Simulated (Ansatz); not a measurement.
**Calculated with Ansatz: AlPd2, settings compared**

The command:

```bash
ansatz run input.yaml --threads 1 --pin off --max-ram 2560MiB --backend cpu --events-out ev --progress --plain --runs-dir out
```

Input:

```yaml
crystal:
  lattice:
    - [4.610881, 0.0, 0.0]
    - [0.0, 4.610881, 0.0]
    - [0.0, 0.0, 4.610881]
  atoms:
    - { symbol: Al, position: [0.0, 0.0, 0.0] }
    - { symbol: Al, position: [0.5, 0.5, 0.5] }
    - { symbol: Pd, position: [0.25, 0.25, 0.25] }
    - { symbol: Pd, position: [0.25, 0.75, 0.75] }
    - { symbol: Pd, position: [0.75, 0.75, 0.25] }
    - { symbol: Pd, position: [0.75, 0.25, 0.75] }
  symmetry: { tolerance: 0.0003 }
kpoints:
  mp_grid: { grid: [4, 4, 4], shift: [0, 0, 0] }
magnetization:
  spin_polarized: false
scf:
  occupations: { method: fermi_dirac }
hamiltonian:
  pseudopotentials: { kind: paw }
  xc: r2scan
basis:
  ecutwfc: 500
output:
  forces: true
  stress: true
  eigenvalues: true
  write_density: true
  write_potential: true
  elf: true
  volumetric_format: npy
relax:
  max_steps: 40
  cell: {}
```

Origin of the cell: a known structure type with other elements, at an estimated volume, so it need not be a known compound.

The smearing width isn't typed, so it takes its default of 0.1 eV.

Output of this run (shortened):

```
SCF iter   1: F=—  HF=-29015.217422 eV  Δρ=1.80e-2  dr2=2.89e-1  dr2_τ=1.41e-1  defer=4
SCF iter   2: F=—  HF=-29015.252020 eV  Δρ=7.57e-3  dr2=2.24e-2  dr2_τ=6.15e-3  defer=11
SCF iter   3: F=—  HF=-29015.250460 eV  Δρ=3.09e-3  dr2=5.91e-3  dr2_τ=3.60e-4  defer=11
SCF iter   4: F=—  HF=-29015.249495 eV  Δρ=5.25e-4  dr2=2.01e-4  dr2_τ=1.55e-5  defer=11
SCF iter   5: F=—  HF=-29015.249642 eV  Δρ=1.29e-4  dr2=2.08e-5  dr2_τ=1.01e-6  defer=11
SCF iter   6: F=—  HF=-29015.249646 eV  Δρ=4.25e-5  dr2=1.96e-6  dr2_τ=5.59e-8  defer=11
SCF iter   7: F=—  HF=-29015.249648 eV  Δρ=1.04e-5  dr2=1.21e-7  dr2_τ=2.60e-9  defer=11
SCF iter   8: F=-29015.249648 eV  HF=-29015.249648 eV  Δρ=1.82e-6  dr2=1.92e-9  dr2_τ=1.30e-10
relax step   1: F+E_penalty+E_count = -29015.249648 eV  Δ(F+E_penalty+E_count) = +0.000e0 eV  max|allowed force component| = 3.855e-18 eV/Å  Δτ_max = 0.0000 Å  P = +43.209 GPa  Ω = 98.028 Å³ […]
relax step   2: F+E_penalty+E_count = -29018.017131 eV  Δ(F+E_penalty+E_count) = -2.767e0 eV  max|allowed force component| = 4.318e-17 eV/Å  Δτ_max = 0.0000 Å  P = +18.766 GPa  Ω = 113.075 Å³ […]
relax step   3: F+E_penalty+E_count = -29019.101752 eV  Δ(F+E_penalty+E_count) = -1.085e0 eV  max|allowed force component| = 3.932e-17 eV/Å  Δτ_max = 0.0000 Å  P = +5.951 GPa  Ω = 128.118 Å³ […]
relax step   4: F+E_penalty+E_count = -29019.285142 eV  Δ(F+E_penalty+E_count) = -1.834e-1 eV  max|allowed force component| = 3.045e-17 eV/Å  Δτ_max = 0.0000 Å  P = +1.534 GPa  Ω = 136.539 Å³ […]
relax step   5: F+E_penalty+E_count = -29019.299498 eV  Δ(F+E_penalty+E_count) = -1.436e-2 eV  max|allowed force component| = 2.139e-17 eV/Å  Δτ_max = 0.0000 Å  P = -0.033 GPa  Ω = 140.335 Å³ […]
relax step   6: F+E_penalty+E_count = -29019.343414 eV  Δ(F+E_penalty+E_count) = -4.392e-2 eV  max|allowed force component| = 2.082e-17 eV/Å  Δτ_max = 0.0000 Å  P = -0.054 GPa  Ω = 140.335 Å³  stress off target by 5.36e-2 GPa […]
relax step   7: F+E_penalty+E_count = -29019.343541 eV  Δ(F+E_penalty+E_count) = -1.271e-4 eV  max|allowed force component| = 2.082e-17 eV/Å  Δτ_max = 0.0000 Å  P = -0.000 GPa  Ω = 140.198 Å³ […]
relax step   8: F+E_penalty+E_count = -29019.343541 eV  Δ(F+E_penalty+E_count) = -6.221e-10 eV  max|allowed force component| = 2.236e-17 eV/Å  Δτ_max = 0.0000 Å  P = -0.001 GPa  Ω = 140.198 Å³  stress off target by 6.38e-4 GPa […]
SCF 8 converged in 4 iterations: F = -29019.343541 eV  dr2 = 5.13e-11
basis re-selected at this cell: Δ(F+E_penalty+E_count) = -6.221e-10 eV, ΔP = -0.000 GPa vs the last step (what re-selecting the basis moved, of the pressure what is left beyond the Pulay corr […]
SCF converged after 4 iterations
Free energy (F): -29019.343541 eV
Harris-Foulkes:  -29019.343541 eV  (|F-HF|=1.09e-11)
Internal energy: -29019.244965 eV  (E = F + TS)
E sigma→0 (E₀):  -29019.294253 eV
Entropy (-TS):   -0.098575 eV (-16.429 meV/atom)
Fermi energy:    8.279533 eV
--- Per-component energies (eV) ---
  E_band       = -1397.985415
  E_kinetic    = 2114.648348
  E_local      = -11341.653489  (includes V_loc(G=0)·N_el)
  E_nonlocal   = 900.503321
  E_hartree    = 4626.104328
  E_xc         = -706.974403
  E_vxc        = -984.033607  (∫ρ·V_xc dr)
  E_paw        = -16043.915903  (= ΣΔE_a)
  E_vpaw       = -1412.653544  (= ΣTr[D̂ρ^β])
  E_aug_tail   = 0.000429  (compensation charges beyond the density's cutoff)
  E_vtau       = 72.995091  (kinetic-family band-sum trace: ∫τ·v_τ [+ j·A + Jᵃ·Aᵃ] dr)
  E_ewald      = -8566.029034
  E_core_change = -1.928562  (= ΣΔE_core)
  E_smearing   = -0.098575  (= −TS)
  Σ components = -29019.343541   (vs F -29019.343541, Δ=0.00e0)
--- Forces (eV/Å), atoms counted from 1 ---
  atom   1  Al     0.000000     0.000000     0.000000
  atom   2  Al    -0.000000    -0.000000    -0.000000
  atom   3  Pd    -0.000000    -0.000000     0.000000
  atom   4  Pd     0.000000    -0.000000    -0.000000
  atom   5  Pd     0.000000    -0.000000     0.000000
  atom   6  Pd     0.000000     0.000000     0.000000
  max |Σ_I F_I| component: 4.63e-18 eV/Å
--- Stress (GPa, compression-positive) ---
       -0.000638       0.000000      -0.000000
        0.000000      -0.000638      -0.000000
       -0.000000      -0.000000      -0.000638
  P = ⅓ Tr σ = -0.0006 GPa (-0.006 kbar)
--- Relaxed structure (6 steps of the walk, 6 accepted, 2 SCFs on fresh bases) ---
  F+E_penalty+E_count = -29019.343541 eV   max|allowed force component| = 2.236e-17 eV/Å   (the final SCF, on the basis selected at the relaxed cell)
  cell:  # Å, volume = 140.1977 Å³
    - [5.194937, 0.0, 0.0]
    - [0.0, 5.194937, 0.0]
    - [0.0, 0.0, 5.194937]
  atoms:
    - { symbol: Al, position: [0.0, 0.0, 0.0] }
    - { symbol: Al, position: [0.500000, 0.500000, 0.500000] }
    - { symbol: Pd, position: [0.250000, 0.250000, 0.250000] }
    - { symbol: Pd, position: [0.250000, 0.75, 0.750000] }
    - { symbol: Pd, position: [0.750000, 0.75, 0.250000] }
    - { symbol: Pd, position: [0.750000, 0.250000, 0.750000] }
```

The same input was run again with these changes:

1. `basis.xc_grid` default → 4; `accuracy` default → medium; `basis.ecutwfc` 500 → "400 eV"
2. `basis.ecutwfc` 500 → "44.1 Ry"; `crystal.symmetry` { tolerance: 0.0003 } → { detect: false }
3. `kpoints.mp_grid.grid` [4, 4, 4] → [2, 2, 2]; `scf.eigensolver.kind` default → davidson
4. `basis.ecutrho_ratio` default → 9

| run | end | SCF iterations | volume (Å³/atom) | max force component (eV/Å) | gap on mesh (eV) | moment (μB) | ΔE(σ→0) (meV/atom) |
| --- | --- | --- | --- | --- | --- | --- | --- |
| base | converged | 54 | 23.37 | 0.000 | none | – | 0 |
| 1 | converged | 74 | 23.37 | 0.000 | none | – | 6.99 |
| 2 | cut by time | 89 | – | – | – | – | – |
| 3 | converged | 45 | 22.68 | 0.000 | none | – | -76.69 |
| 4 | converged | 55 | 23.37 | 0.000 | none | – | 0.00 |

Energies are compared only where functional, datasets, charge and starting cell are the same.

Run 3 relaxed to another structure than the base run, so its differences aren't those of the setting alone.

Not properties of the system: run 3 (too coarse or loose: `kpoints.mp_grid.grid` = [2, 2, 2]).

Caveats of the base run: the k mesh is coarse if the cell is a metal; the relaxation held the start's symmetry, so the end may be a saddle point.

Run 1: the cutoff lies below the datasets' advice.

The base run took 77 s on 1 thread of Arm Neoverse V1, with other jobs on the host, peak memory 0.67 GiB, from the program's own first density.
